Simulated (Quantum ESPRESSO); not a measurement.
SiPO3F3, one run as intended and one with a planted mistake

A calculation, not a measurement. The program is pw.x of Quantum ESPRESSO 7.5 (plane-wave density functional theory). The cell is made up: 8 atoms on a quartz lattice with one site empty, with randomly drawn elements, strain and displacements, not relaxed. PseudoDojo standard norm-conserving files (v0.5 for PBE, v0.4.1 for LDA and PBEsol) set the functional; there is no spin polarisation, spin-orbit coupling or dispersion term, and the masses in the input are unused placeholders.

Intended input:

```
&control calculation='scf', pseudo_dir='./dojo.nc.sr.pbe.v0_5.standard.upf', outdir='./o', disk_io='low', tprnfor=.true., tstress=.true. /
&system ibrav=0, nat=8, ntyp=4, nbnd=30, ecutwfc=84.00895049, nosym=.true., tot_charge=0,
 occupations='smearing', smearing='fd', degauss=0.0018374661
/
&electrons conv_thr=7.350e-09, electron_maxstep=60, /
ATOMIC_SPECIES
F 1.0 F.upf
O 1.0 O.upf
P 1.0 P.upf
Si 1.0 Si.upf
CELL_PARAMETERS angstrom
5.1371 0.0319 0.0547
-2.541 4.4183 0.0167
0.0604 0.0561 5.7728
ATOMIC_POSITIONS angstrom
Si 2.425 0.0434 3.874
P 1.2437 2.2857 -0.109
O 1.5097 1.274 4.4872
F 3.5461 0.824 2.6822
F 2.9265 2.6156 0.6691
F 0.4556 1.8028 1.1824
O -1.0743 3.1722 3.2931
O 1.0243 3.777 5.164
K_POINTS automatic
5 5 4 1 1 1
```

The log is shortened where brackets say so; the opening notice, blank lines, dates and the lines on written files are dropped, and the path of the files is cut. It prints rydbergs, bohrs and kilobars, and counts compression as positive stress. Where no state is partly filled, the Fermi energy that it prints is only some level between the filled and the empty states on the mesh, and need not lie in the true gap.

Log of the intended run:

```
     Program PWSCF v.7.5
     Parallel version (MPI & OpenMP), running on       4 processor cores
     Number of MPI processes:                 4
     Threads/MPI process:                     1
     [start-up lines left out]
     bravais-lattice index     =            0
     lattice parameter (alat)  =       9.7084  a.u.
     unit-cell volume          =     887.1862 (a.u.)^3
     number of atoms/cell      =            8
     number of atomic types    =            4
     number of electrons       =        48.00
     number of Kohn-Sham states=           30
     kinetic-energy cutoff     =      84.0090  Ry
     charge density cutoff     =     336.0358  Ry
     scf convergence threshold =      7.3E-09
     mixing beta               =       0.7000
     number of iterations used =            8  plain     mixing
     Exchange-correlation= PBE
                           (   1   4   3   4   0   0   0)
     [axes and pseudopotential details left out]
   Cartesian axes
     site n.     atom                  positions (alat units)
         1        Si     tau(   1) = (   0.4720204   0.0084477   0.7540647  )
         2        P      tau(   2) = (   0.2420832   0.4449060  -0.0212166  )
         3        O      tau(   3) = (   0.2938594   0.2479810   0.8734226  )
         4        F      tau(   4) = (   0.6902398   0.1603896   0.5220837  )
         5        F      tau(   5) = (   0.5696361   0.5091202   0.1302387  )
         6        F      tau(   6) = (   0.0886814   0.3509106   0.2301513  )
         7        O      tau(   7) = (  -0.2091099   0.6174610   0.6409939  )
         8        O      tau(   8) = (   0.1993775   0.7351839   1.0051601  )
     number of k points=    50  Fermi-Dirac smearing, width (Ry)=  0.0018
                       cart. coord. in units 2pi/alat
        k(    1) = (   0.0977831   0.1721031   0.1085479), wk =   0.0400000
        k(    2) = (   0.0954272   0.1699071   0.3310808), wk =   0.0400000
     [further k points left out]
     Dense  grid:    92275 G-vectors     FFT dimensions: (  60,  60,  64)
     Estimated max dynamical RAM per process >     183.86 MB
     Estimated total dynamical RAM >     667.86 MB
     Initial potential from superposition of free atoms
     starting charge      47.9992, renormalised to      48.0000
     Starting wfcs are   32 randomized atomic wfcs
     total cpu time spent up to now is        3.5 secs
     per-process dynamical memory:   138.9 Mb
     Self-consistent Calculation
     iteration #  1     ecut=    84.01 Ry     beta= 0.70
     Davidson diagonalization with overlap
     ethr =  1.00E-02,  avg # of iterations =  3.0
     total cpu time spent up to now is        9.6 secs
     total energy              =    -268.67201204 Ry
     estimated scf accuracy    <       2.01871568 Ry
     iteration #  2     ecut=    84.01 Ry     beta= 0.70
     Davidson diagonalization with overlap
     ethr =  4.21E-03,  avg # of iterations =  3.1
     total cpu time spent up to now is       15.7 secs
     total energy              =    -267.08167343 Ry
     estimated scf accuracy    <      13.00822983 Ry
     [iterations 3 to 13 left out]
     iteration # 14     ecut=    84.01 Ry     beta= 0.70
     Davidson diagonalization with overlap
     ethr =  1.24E-09,  avg # of iterations =  2.0
     total cpu time spent up to now is       75.8 secs
     total energy              =    -269.62659419 Ry
     estimated scf accuracy    <       0.00000003 Ry
     iteration # 15     ecut=    84.01 Ry     beta= 0.70
     Davidson diagonalization with overlap
     ethr =  6.10E-11,  avg # of iterations =  3.2
     total cpu time spent up to now is       80.6 secs
     End of self-consistent calculation
     [lines on levels left out]
     the Fermi energy is     2.0709 ev
!    total energy              =    -269.62659420 Ry
     estimated scf accuracy    <          1.2E-09 Ry
     smearing contrib. (-TS)   =      -0.00000000 Ry
     internal energy E=F+TS    =    -269.62659420 Ry
     The total energy is F=E-TS. E is the sum of the following terms:
     one-electron contribution =    -158.60599140 Ry
     hartree contribution      =     101.27844588 Ry
     xc contribution           =     -65.08329988 Ry
     ewald contribution        =    -147.21574880 Ry
     convergence has been achieved in  15 iterations
     Forces acting on atoms (cartesian axes, Ry/au):
     atom    1 type  4   force =     0.00477752   -0.16808791   -0.19610510
     atom    2 type  3   force =     0.17503192    0.04385897    0.04050283
     atom    3 type  2   force =    -0.03573658    0.09197551    0.11934708
     atom    4 type  1   force =    -0.09837876   -0.08287910    0.11823200
     atom    5 type  1   force =    -0.16804816   -0.04475759   -0.07702538
     atom    6 type  1   force =     0.03977259    0.02085014   -0.09496182
     atom    7 type  2   force =     0.11898177    0.16538321    0.08588725
     atom    8 type  2   force =    -0.03640030   -0.02634321    0.00412313
     Total force =     0.503559     Total SCF correction =     0.000038
     Computing stress (Cartesian axis) and pressure
          total   stress  (Ry/bohr**3)                   (kbar)     P=     -146.33
  -0.00115881  -0.00055900  -0.00003192         -170.47      -82.23       -4.70
  -0.00055900  -0.00077360   0.00006540          -82.23     -113.80        9.62
  -0.00003192   0.00006540  -0.00105179           -4.70        9.62     -154.72
     init_run     :      3.18s CPU      3.33s WALL (       1 calls)
     electrons    :     76.50s CPU     77.17s WALL (       1 calls)
     forces       :      0.90s CPU      0.90s WALL (       1 calls)
     stress       :      3.12s CPU      3.13s WALL (       1 calls)
     [timing details left out]
     PWSCF        :   1m23.89s CPU   1m24.74s WALL
     JOB DONE.
```

A second run has one planted mistake: the self-consistency threshold is too loose. The input lines that differ, file-writing options aside:

```
- &electrons conv_thr=7.350e-09, electron_maxstep=60, /
+ &electrons conv_thr=7.350e-03, electron_maxstep=60, /
```

Its log:

```
     Program PWSCF v.7.5
     Parallel version (MPI & OpenMP), running on       4 processor cores
     Number of MPI processes:                 4
     Threads/MPI process:                     1
     [start-up lines left out]
     bravais-lattice index     =            0
     lattice parameter (alat)  =       9.7084  a.u.
     unit-cell volume          =     887.1862 (a.u.)^3
     number of atoms/cell      =            8
     number of atomic types    =            4
     number of electrons       =        48.00
     number of Kohn-Sham states=           30
     kinetic-energy cutoff     =      84.0090  Ry
     charge density cutoff     =     336.0358  Ry
     scf convergence threshold =      7.3E-03
     mixing beta               =       0.7000
     number of iterations used =            8  plain     mixing
     Exchange-correlation= PBE
                           (   1   4   3   4   0   0   0)
     [axes and pseudopotential details left out]
   Cartesian axes
     site n.     atom                  positions (alat units)
         1        Si     tau(   1) = (   0.4720204   0.0084477   0.7540647  )
         2        P      tau(   2) = (   0.2420832   0.4449060  -0.0212166  )
         3        O      tau(   3) = (   0.2938594   0.2479810   0.8734226  )
         4        F      tau(   4) = (   0.6902398   0.1603896   0.5220837  )
         5        F      tau(   5) = (   0.5696361   0.5091202   0.1302387  )
         6        F      tau(   6) = (   0.0886814   0.3509106   0.2301513  )
         7        O      tau(   7) = (  -0.2091099   0.6174610   0.6409939  )
         8        O      tau(   8) = (   0.1993775   0.7351839   1.0051601  )
     number of k points=    50  Fermi-Dirac smearing, width (Ry)=  0.0018
                       cart. coord. in units 2pi/alat
        k(    1) = (   0.0977831   0.1721031   0.1085479), wk =   0.0400000
        k(    2) = (   0.0954272   0.1699071   0.3310808), wk =   0.0400000
     [further k points left out]
     Dense  grid:    92275 G-vectors     FFT dimensions: (  60,  60,  64)
     Estimated max dynamical RAM per process >     183.86 MB
     Estimated total dynamical RAM >     667.86 MB
     Initial potential from superposition of free atoms
     starting charge      47.9992, renormalised to      48.0000
     Starting wfcs are   32 randomized atomic wfcs
     total cpu time spent up to now is        3.3 secs
     per-process dynamical memory:   141.3 Mb
     Self-consistent Calculation
     iteration #  1     ecut=    84.01 Ry     beta= 0.70
     Davidson diagonalization with overlap
     ethr =  1.00E-02,  avg # of iterations =  3.0
     total cpu time spent up to now is        9.4 secs
     total energy              =    -268.67201204 Ry
     estimated scf accuracy    <       2.01871568 Ry
     iteration #  2     ecut=    84.01 Ry     beta= 0.70
     Davidson diagonalization with overlap
     ethr =  4.21E-03,  avg # of iterations =  3.1
     total cpu time spent up to now is       15.5 secs
     total energy              =    -267.08167343 Ry
     estimated scf accuracy    <      13.00822983 Ry
     [iterations 3 to 6 left out]
     iteration #  7     ecut=    84.01 Ry     beta= 0.70
     Davidson diagonalization with overlap
     ethr =  1.37E-04,  avg # of iterations =  6.9
     total cpu time spent up to now is       39.8 secs
     total energy              =    -269.62553067 Ry
     estimated scf accuracy    <       0.00849634 Ry
     iteration #  8     ecut=    84.01 Ry     beta= 0.70
     Davidson diagonalization with overlap
     ethr =  1.77E-05,  avg # of iterations =  4.9
     total cpu time spent up to now is       45.6 secs
     End of self-consistent calculation
     [lines on levels left out]
     the Fermi energy is     2.0163 ev
!    total energy              =    -269.62624513 Ry
     estimated scf accuracy    <       0.00061153 Ry
     smearing contrib. (-TS)   =      -0.00000000 Ry
     internal energy E=F+TS    =    -269.62624513 Ry
     The total energy is F=E-TS. E is the sum of the following terms:
     one-electron contribution =    -158.52684477 Ry
     hartree contribution      =     101.17776436 Ry
     xc contribution           =     -65.06141591 Ry
     ewald contribution        =    -147.21574880 Ry
     convergence has been achieved in   8 iterations
     Forces acting on atoms (cartesian axes, Ry/au):
     atom    1 type  4   force =     0.00404185   -0.16926186   -0.19576154
     atom    2 type  3   force =     0.17364137    0.04196038    0.04126756
     atom    3 type  2   force =    -0.03587446    0.08948603    0.11547230
     atom    4 type  1   force =    -0.09944087   -0.08395114    0.11864380
     atom    5 type  1   force =    -0.16419048   -0.04338728   -0.07565144
     atom    6 type  1   force =     0.03864135    0.01990930   -0.09221894
     atom    7 type  2   force =     0.12147243    0.16965678    0.08701731
     atom    8 type  2   force =    -0.03829120   -0.02441221    0.00123096
     Total force =     0.502372     Total SCF correction =     0.032545
     Computing stress (Cartesian axis) and pressure
          total   stress  (Ry/bohr**3)                   (kbar)     P=     -157.06
  -0.00123505  -0.00057511  -0.00003713         -181.68      -84.60       -5.46
  -0.00057511  -0.00084908   0.00005754          -84.60     -124.90        8.46
  -0.00003713   0.00005754  -0.00111888           -5.46        8.46     -164.59
     init_run     :      3.15s CPU      3.26s WALL (       1 calls)
     electrons    :     41.96s CPU     42.28s WALL (       1 calls)
     forces       :      0.90s CPU      0.92s WALL (       1 calls)
     stress       :      3.14s CPU      3.14s WALL (       1 calls)
     [timing details left out]
     PWSCF        :     49.25s CPU     49.75s WALL
     JOB DONE.
```

```
                                            intended run  run with the mistake
                          free energy (eV)     -3668.457             -3668.452
                    smearing term -TS (eV)        0.0000                0.0000
                            pressure (GPa)        -14.63                -15.71
            largest force component (eV/Å)         5.042                 5.033
largest change of a force component (eV/Å)                               0.110
                                iterations            15                     8
```

For scale, a rerun of the intended cell at a cutoff of 1437 eV and k mesh 7 x 7 x 6 moved values by no more than 0.003 eV in energy, 0.02 GPa in stress and 0.003 eV/Å in force.